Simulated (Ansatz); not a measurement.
Consider a crystal of CsVH3 in space group P6_3/mmc (No. 194), with Cs on 2d; V on 2a; H on 6h. The guess for CsVH3 was made by a generator: perovskite family, AX3 layers stacked AB (A site Cs; B site V; X site H).

Computed with DFT PBE, scalar-relativistic, plane waves, PAW (Ansatz). Cutoff 420 eV, Γ-centred mesh, Gaussian smearing, collinear spin.

Problem. Give the relaxed lattice parameters and positions.

Solution.

Space group P6_3/mmc (No. 194). a = 6.391 Å, b = 6.391 Å, c = 5.248 Å, α = 90.00°, β = 90.00°, γ = 120.00°
```
atom  site  symmetry       x       y       z
  Cs    2d      -6m2  0.3333  0.6667  0.7500
   V    2a      -3m.  0.0000  0.0000  0.0000
   H    6h       mm2  0.8765  0.7529  0.7500
```

It has the hexagonal perovskite (2H) type. Cs has 6 H at 3.23 Å, 6 H at 3.50 Å and 6 V at 3.92 Å; around V lie 6 H at 1.90 Å, 2 V at 2.62 Å and 6 Cs at 3.92 Å; around H lie 2 V at 1.90 Å, 2 H at 2.37 Å, 4 H at 2.96 Å, 2 Cs at 3.23 Å and 2 Cs at 3.50 Å. Another local minimum with the same sites may exist.

Problem. Is it a metal?

Solution. The gap on the 6×6×8 mesh of the 10-atom cell is 0 eV (a metal) and the net moment per atom is 0.59 μB. The moment by site is V 1.7 (×2) μB.

The last run used collinear spin and Gaussian smearing of 0.10 eV. Another magnetic order may lie lower. Symmetry constrained the relaxation, so the result can be a saddle point. Site moments count only spheres around the atoms; the net moment includes the space between them.
